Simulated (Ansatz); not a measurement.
Tl2Pt:
```yaml
crystal:
  lattice:
    - [-3.46426, 3.46426, 2.82312]
    - [3.46426, -3.46426, 2.82312]
    - [3.46426, 3.46426, -2.82312]
  atoms:
    - { symbol: Pt, position: [0.75000, 0.75000, 0.00000] }
    - { symbol: Pt, position: [0.25000, 0.25000, 0.00000] }
    - { symbol: Tl, position: [0.16044, 0.66044, 0.82088] }
    - { symbol: Tl, position: [0.66044, 0.83956, 0.50000] }
    - { symbol: Tl, position: [0.83956, 0.33956, 0.17912] }
    - { symbol: Tl, position: [0.33956, 0.16044, 0.50000] }
```

Relaxed with r²SCAN.

Question: Map the electron localisation function on the plane through (0.750, 0.750, 0.000) spanned by u = [0, 0, 1] and v = [1, -1, 0] in lattice vectors, from the program Ansatz at the r²SCAN level (PAW).

Answer: x is the fraction of u, y of v (the angle between them is 90°; rows are the nearest grid lines); atoms in the plane: Pt at (0.00, 0.00), Pt at (0.00, 0.50), Tl at (0.50, 0.91), Tl at (0.50, 0.59).
```
y \ x   0.000  0.107  0.179  0.286  0.357  0.464  0.536  0.643  0.714  0.821  0.893   1.00
------  -----  -----  -----  -----  -----  -----  -----  -----  -----  -----  -----  -----
1.00    0.665  0.624  0.355  0.224  0.261  0.411  0.411  0.261  0.224  0.354  0.624  0.665
0.925   0.520  0.394  0.285  0.258  0.374  0.006  0.006  0.374  0.258  0.285  0.394  0.520
0.850   0.272  0.236  0.172  0.281  0.394  0.248  0.248  0.394  0.281  0.172  0.236  0.272
0.775   0.150  0.123  0.082  0.114  0.234  0.282  0.282  0.234  0.114  0.082  0.123  0.150
0.700   0.176  0.141  0.095  0.175  0.307  0.333  0.333  0.307  0.175  0.095  0.141  0.176
0.625   0.287  0.273  0.219  0.286  0.405  0.036  0.036  0.405  0.286  0.219  0.273  0.287
0.550   0.641  0.527  0.314  0.239  0.370  0.057  0.057  0.370  0.239  0.314  0.527  0.641
0.450   0.641  0.527  0.309  0.189  0.139  0.213  0.213  0.139  0.189  0.309  0.527  0.641
0.375   0.287  0.274  0.234  0.231  0.198  0.088  0.088  0.198  0.231  0.234  0.274  0.287
0.300   0.176  0.261  0.356  0.406  0.364  0.259  0.259  0.364  0.406  0.356  0.261  0.176
0.225   0.150  0.287  0.393  0.404  0.383  0.271  0.271  0.383  0.404  0.393  0.287  0.150
0.150   0.272  0.243  0.248  0.302  0.298  0.159  0.159  0.298  0.302  0.248  0.243  0.272
0.0750  0.520  0.396  0.284  0.165  0.096  0.093  0.093  0.096  0.165  0.284  0.396  0.520
0.000   0.665  0.624  0.355  0.224  0.261  0.411  0.411  0.261  0.224  0.354  0.624  0.665
```

The density is the valence pseudo-density with augmentation charge, so density and ELF within about 1 Å of a nucleus are not all-electron values.

Space group I4/mcm. The workflow started from an entry of the Crystallography Open Database (COD). Whether it is the stable phase at ambient conditions was not checked. Symmetry was held in the r²SCAN relaxation; whether a distortion lowers the energy is not shown. The run is not spin-polarised. Spin–orbit coupling is left out wherever it is not named.

Potentials: the later of the program's two PAW sets.
